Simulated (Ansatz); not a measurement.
SiO2:
```
CELL_PARAMETERS angstrom
      4.98259     0.00000     0.00000
      0.00000     4.98259     0.00000
      0.00000     0.00000     6.92104
ATOMIC_POSITIONS crystal
  Si 0.69788 0.69788 0.50000
  Si 0.80212 0.19788 0.75000
  Si 0.30212 0.30212 0.00000
  Si 0.19788 0.80212 0.25000
  O  0.89139 0.76170 0.31887
  O  0.73830 0.39139 0.56887
  O  0.10861 0.23830 0.81887
  O  0.26170 0.60861 0.06887
  O  0.39139 0.73830 0.43113
  O  0.23830 0.10861 0.18113
  O  0.60861 0.26170 0.93113
  O  0.76170 0.89139 0.68113
```

Relaxed with r²SCAN.

Question: Give the Bader charges and basin volumes of the independent atoms, the program Ansatz at the r²SCAN level (PAW).

Answer: 

```csv
atom,Bader charge (e),Bader volume (Å³)
Si1,+3.37,2.7
O5,-1.68,19.1
```

Space group P4_12_12. The cell was relaxed with r²SCAN under the symmetry of its start.

Potentials: the earlier of the program's two PAW sets.
